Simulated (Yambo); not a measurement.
Yambo run on a free-standing SnS2 monolayer (symmetry P-3m1, slab cell 15.9 Å high). The wavefunctions are PBE (stringent potentials; pw.x of Quantum ESPRESSO, ONCV potentials, no spin-orbit coupling) ones on a 6×6×1 mesh (17 occupied bands); a = b = 3.6469 Å, c = 15.9000 Å, α = β = 90.00°, γ = 120.00°.

Yambo input:

```
rim_cut
gw0
dyson
el_el_corr
HF_and_locXC
ppa
em1d
rim_w
RandQpts= 1000000
RandGvec= 2 Ry
CUTGeo= "slab z"
EXXRLvcs= 102 Ry
VXCRLvcs= 408 Ry
Chimod= "HARTREE"
% BndsRnXp
 5 | 125 |
%
NGsBlkXp= 8 Ry
% LongDrXp
 1.0 | 1.0 | 0.0 |
%
RandGvecW= 1000 mRy
PPAPntXp= 27.2114 eV
% GbndRnge
 1 | 70 |
%
GTermKind= "BG"
DysSolver= "n"
ExtendOut
% QPkrange
 2 | 2 | 17 | 17 |
 4 | 4 | 17 | 18 |
%
```

k points by index: 2 = (0, 0.167), 4 = M.

Table of the .qp output:

```
#    K-point    Band    Eo [eV]    E [eV]    E-Eo [eV]    Vxc [eV]    Vnlxc [eV]    Sc|Eo [eV]    Sc|E [eV]    dSc/dw|Eo [eV]    Re(Z)    Im(Z)
#
    2    17    0.000000    -0.724824    -0.724824    -13.61631    -16.09765    1.531838    1.756514    -8.432628    0.763414    -0.002335
    4    17    -0.261676    -1.029487    -0.767811    -13.44598    -16.09191    1.638691    1.878112    -8.482946    0.762337    -0.002377
    4    18    1.616953    2.465392    0.848439    -12.45904    -8.962131    -2.423129    -2.648467    -7.225669    0.790171    -0.002233
```
(The two width columns are left out.) Convergence of these settings isn't established.

Geometry relaxed with PBEsol.
